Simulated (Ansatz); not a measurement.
## Calculated with Ansatz: In₂Sb₂O₇, relaxation

input.yaml:

```yaml
crystal:
  lattice:
    - [-3.507252, 0.0, 4.640855]
    - [1.086609, -5.112072, 0.0]
    - [3.507252, 0.0, 4.640855]
  atoms:
    - { symbol: O, position: [0.0, 0.0, 0.0] }
    - { symbol: O, position: [0.59, 0.782, 0.41] }
    - { symbol: O, position: [0.41, 0.218, 0.59] }
    - { symbol: O, position: [0.922, 0.289, 0.402] }
    - { symbol: O, position: [0.402, 0.711, 0.922] }
    - { symbol: O, position: [0.078, 0.711, 0.598] }
    - { symbol: O, position: [0.598, 0.289, 0.078] }
    - { symbol: In, position: [0.307, 0.5, 0.307] }
    - { symbol: In, position: [0.693, 0.5, 0.693] }
    - { symbol: Sb, position: [0.768, 0.092, 0.232] }
    - { symbol: Sb, position: [0.232, 0.908, 0.768] }
  symmetry: { tolerance: 0.0003 }
kpoints:
  mp_grid: { grid: [3, 4, 3], shift: [0, 0, 0] }
magnetization:
  spin_polarized: false
scf:
  occupations: { method: fermi_dirac }
  lower_state_search: "off"
hamiltonian:
  pseudopotentials: { kind: paw }
  xc: r2scan
basis:
  ecutwfc: 500
  fft_grid_basis: typed
relax:
  max_steps: 40
  cell: { p_target: 0.0 }
output:
  forces: true
  stress: true
  eigenvalues: true
  populations: true
  elf: true
  write_potential: true
  volumetric_format: npy
  dos:
    e_range: [-12, 8]
    de: 0.05
    projected: { site_lists: { In: [In], O: [O], Sb: [Sb] } }
  write_density: true
  bader: false
checkpoint:
  read: saved_state
```

Run with:

```bash
ansatz run input.yaml --threads 2 --pin off --max-ram 3584MiB --backend cpu --events-out ev --progress --plain --runs-dir out
```

Origin of the cell: a known structure type with other elements, at an estimated volume, so it need not be a known compound.

The smearing width isn't typed, so it takes its default of 0.1 eV.

The saved state is a converged single point of the same cell.

Steps («new basis» is an SCF on plane waves selected anew at the same cell):

| step | ΔF (meV/atom) | max force component (eV/Å) | P (GPa) | volume (Å³) | SCF iterations | step was |
| --- | --- | --- | --- | --- | --- | --- |
| 1 | 0.0 | 2.797 | 15.01 | 166.41 | 8 | accepted |
| 2 | -127.5 | 1.322 | 2.50 | 173.84 | 7 | accepted |
| 3 | -183.4 | 0.616 | 0.90 | 171.50 | 7 | accepted |
| 4 | -200.3 | 0.783 | 0.87 | 171.86 | 9 | accepted |
| 5 | -214.0 | 0.918 | 0.94 | 174.72 | 8 | accepted |
| 6 | -219.8 | 0.188 | -0.65 | 175.41 | 7 | accepted |
| 7 | -220.5 | 0.137 | -0.57 | 175.55 | 7 | accepted |
| 8 | -220.3 | 0.291 | 0.56 | 174.08 | 7 | rejected |
| 9 | -221.0 | 0.037 | 0.02 | 174.84 | 10 | accepted |
| 10 | -221.0 | 0.033 | -0.03 | 175.12 | 7 | accepted |
| 11 | -221.0 | 0.018 | -0.03 | 175.06 | 5 | accepted |
| 12 | -221.0 | 0.004 | 0.02 | 175.02 | 5 | accepted |
| 13 | -221.9 | 0.005 | 0.08 | 175.02 | 7 | new basis |
| 14 | -221.9 | 0.016 | 0.00 | 175.31 | 7 | accepted |
| 15 | -221.9 | 0.006 | 0.00 | 175.30 | 5 | accepted |
| 16 | -222.0 | 0.006 | 0.00 | 175.30 | 6 | new basis |

Step 1, with forces in eV/Å:

```xyz
11
Lattice="-3.507 0.000 4.641 1.087 -5.112 0.000 3.507 0.000 4.641" Properties=species:S:1:pos:R:3:forces:R:3 pbc="T T T" step=1
O     0.000    0.000    0.000    0.000    0.000    0.000
O     0.218   -3.998    4.641    1.161    2.797    0.000
O     0.868   -1.114    4.641   -1.161   -2.797    0.000
O    -1.510   -1.477    6.144    0.230   -1.574    2.366
O     2.596   -3.635    6.144   -0.230    1.574    2.366
O     2.596   -3.635    3.137   -0.230    1.574   -2.366
O    -1.510   -1.477    3.137    0.230   -1.574   -2.366
In    0.543   -2.556    2.849    0.000    0.000    0.056
In    0.543   -2.556    6.432    0.000    0.000   -0.056
Sb   -1.780   -0.470    4.641    2.615   -0.804    0.000
Sb    2.867   -4.642    4.641   -2.615    0.804    0.000
```

Step 2, with forces in eV/Å:

```xyz
11
Lattice="-3.564 -0.009 4.711 1.091 -5.174 0.000 3.564 0.009 4.711" Properties=species:S:1:pos:R:3:forces:R:3 pbc="T T T" step=2
O     0.000    0.000    0.000    0.000    0.000    0.000
O     0.194   -3.964    4.711    0.897    1.322    0.000
O     0.897   -1.210    4.711   -0.897   -1.322    0.000
O    -1.525   -1.538    6.288    0.102   -0.797    1.075
O     2.616   -3.635    6.288   -0.102    0.797    1.075
O     2.616   -3.635    3.134   -0.102    0.797   -1.075
O    -1.525   -1.538    3.134    0.102   -0.797   -1.075
In    0.546   -2.587    2.890    0.000    0.000    0.052
In    0.546   -2.587    6.532    0.000    0.000   -0.052
Sb   -1.740   -0.499    4.711    0.250   -0.269    0.000
Sb    2.831   -4.675    4.711   -0.250    0.269    0.000
```

Step 3, with forces in eV/Å:

```xyz
11
Lattice="-3.479 0.015 4.678 1.100 -5.273 0.000 3.479 -0.015 4.678" Properties=species:S:1:pos:R:3:forces:R:3 pbc="T T T" step=3
O     0.000    0.000    0.000    0.000    0.000    0.000
O     0.328   -3.992    4.678    0.616    0.514    0.000
O     0.773   -1.281    4.678   -0.616   -0.514    0.000
O    -1.456   -1.589    6.308   -0.066   -0.269    0.377
O     2.556   -3.684    6.308    0.066    0.269    0.377
O     2.556   -3.684    3.049    0.066    0.269   -0.377
O    -1.456   -1.589    3.049   -0.066   -0.269   -0.377
In    0.550   -2.637    2.883    0.000    0.000   -0.186
In    0.550   -2.637    6.474    0.000    0.000    0.186
Sb   -1.616   -0.510    4.678   -0.449   -0.488    0.000
Sb    2.717   -4.763    4.678    0.449    0.488    0.000
```

Step 5, with forces in eV/Å:

```xyz
11
Lattice="-3.435 -0.108 4.548 0.908 -5.563 0.000 3.435 0.108 4.548" Properties=species:S:1:pos:R:3:forces:R:3 pbc="T T T" step=5
O     0.000    0.000    0.000    0.000    0.000    0.000
O     0.434   -4.253    4.548   -0.178    0.278    0.000
O     0.474   -1.311    4.548    0.178   -0.278    0.000
O    -1.594   -1.830    6.099   -0.016   -0.532    0.619
O     2.501   -3.734    6.099    0.016    0.532    0.619
O     2.501   -3.734    2.997    0.016    0.532   -0.619
O    -1.594   -1.830    2.997   -0.016   -0.532   -0.619
In    0.454   -2.782    2.779    0.000    0.000    0.173
In    0.454   -2.782    6.317    0.000    0.000   -0.173
Sb   -1.545   -0.684    4.548   -0.487    0.918    0.000
Sb    2.452   -4.879    4.548    0.487   -0.918    0.000
```

Step 6, with forces in eV/Å:

```xyz
11
Lattice="-3.431 -0.102 4.567 0.914 -5.571 0.000 3.431 0.102 4.567" Properties=species:S:1:pos:R:3:forces:R:3 pbc="T T T" step=6
O     0.000    0.000    0.000    0.000    0.000    0.000
O     0.410   -4.247    4.567    0.046    0.067    0.000
O     0.503   -1.323    4.567   -0.046   -0.067    0.000
O    -1.583   -1.824    6.149   -0.014   -0.047    0.018
O     2.496   -3.746    6.149    0.014    0.047    0.018
O     2.496   -3.746    2.985    0.014    0.047   -0.018
O    -1.583   -1.824    2.985   -0.014   -0.047   -0.018
In    0.457   -2.785    2.806    0.000    0.000    0.095
In    0.457   -2.785    6.328    0.000    0.000   -0.095
Sb   -1.561   -0.657    4.567    0.188   -0.031    0.000
Sb    2.474   -4.913    4.567   -0.188    0.031    0.000
```

Step 7, with forces in eV/Å:

```xyz
11
Lattice="-3.427 -0.124 4.542 0.880 -5.606 0.000 3.427 0.124 4.542" Properties=species:S:1:pos:R:3:forces:R:3 pbc="T T T" step=7
O     0.000    0.000    0.000    0.000    0.000    0.000
O     0.391   -4.257    4.542    0.044   -0.032    0.000
O     0.489   -1.350    4.542   -0.044    0.032    0.000
O    -1.605   -1.860    6.107    0.020    0.004    0.015
O     2.486   -3.746    6.107   -0.020   -0.004    0.015
O     2.486   -3.746    2.977   -0.020   -0.004   -0.015
O    -1.605   -1.860    2.977    0.020    0.004   -0.015
In    0.440   -2.803    2.785    0.000    0.000    0.137
In    0.440   -2.803    6.299    0.000    0.000   -0.137
Sb   -1.556   -0.676    4.542    0.126   -0.059    0.000
Sb    2.436   -4.930    4.542   -0.126    0.059    0.000
```

Step 9, with forces in eV/Å:

```xyz
11
Lattice="-3.419 -0.124 4.528 0.878 -5.615 0.000 3.419 0.124 4.528" Properties=species:S:1:pos:R:3:forces:R:3 pbc="T T T" step=9
O     0.000    0.000    0.000    0.000    0.000    0.000
O     0.388   -4.266    4.528    0.024    0.003    0.000
O     0.490   -1.349    4.528   -0.024   -0.003    0.000
O    -1.600   -1.862    6.093    0.006   -0.002    0.009
O     2.478   -3.753    6.093   -0.006    0.002    0.009
O     2.478   -3.753    2.963   -0.006    0.002   -0.009
O    -1.600   -1.862    2.963    0.006   -0.002   -0.009
In    0.439   -2.807    2.784    0.000    0.000    0.037
In    0.439   -2.807    6.272    0.000    0.000   -0.037
Sb   -1.549   -0.683    4.528    0.031    0.019    0.000
Sb    2.427   -4.932    4.528   -0.031   -0.019    0.000
```

Step 11, with forces in eV/Å:

```xyz
11
Lattice="-3.413 -0.125 4.522 0.875 -5.639 0.000 3.413 0.125 4.522" Properties=species:S:1:pos:R:3:forces:R:3 pbc="T T T" step=11
O     0.000    0.000    0.000    0.000    0.000    0.000
O     0.387   -4.282    4.522    0.004    0.003    0.000
O     0.488   -1.357    4.522   -0.004   -0.003    0.000
O    -1.599   -1.872    6.085    0.001    0.001   -0.004
O     2.474   -3.768    6.085   -0.001   -0.001   -0.004
O     2.474   -3.768    2.958   -0.001   -0.001    0.004
O    -1.599   -1.872    2.958    0.001    0.001    0.004
In    0.438   -2.820    2.785    0.000    0.000   -0.003
In    0.438   -2.820    6.259    0.000    0.000    0.003
Sb   -1.544   -0.690    4.522   -0.018   -0.002    0.000
Sb    2.419   -4.949    4.522    0.018    0.002    0.000
```

Step 14, with forces in eV/Å:

```xyz
11
Lattice="-3.410 -0.129 4.517 0.868 -5.659 0.000 3.410 0.129 4.517" Properties=species:S:1:pos:R:3:forces:R:3 pbc="T T T" step=14
O     0.000    0.000    0.000    0.000    0.000    0.000
O     0.382   -4.296    4.517    0.001    0.016    0.000
O     0.486   -1.362    4.517   -0.001   -0.016    0.000
O    -1.602   -1.883    6.077    0.005   -0.005    0.001
O     2.471   -3.776    6.077   -0.005    0.005    0.001
O     2.471   -3.776    2.956   -0.005    0.005   -0.001
O    -1.602   -1.883    2.956    0.005   -0.005   -0.001
In    0.434   -2.829    2.782    0.000    0.000    0.009
In    0.434   -2.829    6.251    0.000    0.000   -0.009
Sb   -1.542   -0.698    4.517   -0.001    0.009    0.000
Sb    2.411   -4.960    4.517    0.001   -0.009    0.000
```

Step 16, with forces in eV/Å:

```xyz
11
Lattice="-3.410 -0.130 4.515 0.867 -5.661 0.000 3.410 0.130 4.515" Properties=species:S:1:pos:R:3:forces:R:3 pbc="T T T" step=16
O     0.000    0.000    0.000    0.000    0.000    0.000
O     0.381   -4.296    4.515    0.005   -0.001    0.000
O     0.486   -1.365    4.515   -0.005    0.001    0.000
O    -1.603   -1.884    6.075    0.000   -0.002    0.001
O     2.470   -3.777    6.075    0.000    0.002    0.001
O     2.470   -3.777    2.955    0.000    0.002   -0.001
O    -1.603   -1.884    2.955    0.000   -0.002   -0.001
In    0.433   -2.830    2.781    0.000    0.000    0.003
In    0.433   -2.830    6.248    0.000    0.000   -0.003
Sb   -1.542   -0.699    4.515    0.006    0.004    0.000
Sb    2.409   -4.962    4.515   -0.006   -0.004    0.000
```

```yaml
Free_energy_lowered_by: 222.0 meV/atom
Volume_change: 5.34 %
Final_pressure: 0.00 GPa
Relaxation_steps_listed: 16
```

Caveats: no spin-orbit coupling, though heavy elements are present; the k mesh is coarse if the cell is a metal; the relaxation held the start's symmetry, so the end may be a saddle point.

It ran for 260 s of wall time on 2 CPU thread(s) of a shared host, from a saved density.
